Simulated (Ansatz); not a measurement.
InP (zinc blende, F-43m), DFT-LDA in the program Ansatz with PAW potentials. The conduction-band minimum lies at Γ, with 1 equivalent valley. Second derivatives d²E/dk² of the lowest band at one valley (eV·Å²), along Cartesian directions:

```csv
direction,d²E/dk²
[100],167.4
[010],167.4
[001],167.4
[110],167.2
[101],167.2
[011],167.2
```

Find the principal effective masses, the density-of-states mass and the conductivity mass.

Off-diagonal terms follow from H_xy = H[110] − (H_xx + H_yy)/2, and m*/mₑ = 7.620 eV·Å² over each eigenvalue: 0.045, 0.045, 0.046. One valley's DOS mass (m₁m₂m₃)^(1/3) = 0.046, conductivity mass 3/(Σ 1/mᵢ) = 0.046 mₑ.

What effective density of states Nc follows at 300 K for parabolic valleys?

Nc = 2.509e19 × 1 × (0.046)^(3/2) ≈ 2.5e17 cm⁻³.

The cell was relaxed with LDA under the symmetry of its start. Spin–orbit coupling is left out wherever it is not named.

Potentials: the earlier of the program's two PAW sets. The files were generated under PBE; for other functionals the program regenerates the frozen cores, and for LDA and PBEsol the local potential too.

Edges and masses are those of Kohn–Sham bands, whose gap is no quasiparticle gap.
